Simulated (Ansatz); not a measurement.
CuO₂:
```
CuO2
1.0
    1.37653    -4.82470     0.00000
    1.37653     4.82470     0.00000
    0.00000     0.00000     4.30181
Cu O
2 4
Direct
  0.84440   0.15560   0.25000
  0.15560   0.84440   0.75000
  0.47014   0.52986   0.25000
  0.52986   0.47014   0.75000
  0.21698   0.78302   0.25000
  0.78302   0.21698   0.75000
```

Relaxed with r²SCAN+D4. Special points in fractions of this cell's reciprocal vectors: Γ (0.000, 0.000, 0.000); Y (-0.500, 0.500, 0.000); C0 (-0.270, 0.730, 0.000); Σ0 (0.270, 0.270, 0.000); Z (0.000, 0.000, 0.500); A0 (0.270, 0.270, 0.500); E0 (-0.270, 0.730, 0.500); T (-0.500, 0.500, 0.500); S (0.000, 0.500, 0.000); R (0.000, 0.500, 0.500).

Task: List the band energies nearest the Fermi level at these points for r²SCAN+D4 (plane waves, PAW; program Ansatz).

Result: In eV from the Fermi level; about four levels below and three above (degenerate sets whole), none deeper than 8.9 eV; … stands for higher levels left out; points with the same levels are listed once.

```json
[
 {"k": "Γ", "below": "-1.39 -1.10 -0.99 -0.84", "above": "0.43 1.14 …"},
 {"k": "Y", "below": "-1.81 -1.36 -1.06 -0.82", "above": "0.82 1.31 …"},
 {"k": "C0", "below": "-1.91 -1.84 -1.82 -1.43", "above": "0.63 0.84 …"},
 {"k": "Z", "below": "-0.98 -0.98 -0.12 -0.12", "above": "…"},
 {"k": "A0", "below": "-3.17 -3.17 -1.04 -1.04", "above": "0.14 0.14 …"},
 {"k": "T", "below": "-1.16 -1.16 -0.05 -0.05", "above": "…"},
 {"k": "S", "below": "-2.03 -1.87 -1.72 -1.51", "above": "0.84 0.89 …"},
 {"k": "R", "below": "-3.19 -3.19 -1.06 -1.06", "above": "0.15 0.15 …"}
]
```

Space group Cmcm. The workflow started from a Materials Project entry (that database holds measured and hypothetical structures alike); the Crystallography Open Database copy checked does not list it. Whether it is the stable phase at ambient conditions was not checked. The cell was relaxed with r²SCAN+D4 under the symmetry of its start; its stability against distortions is not shown here. The run is not spin-polarised. No Hubbard U is applied. Without spin polarisation and U, an open-shell compound can come out a false metal.

Potentials: the later of the program's two PAW sets.
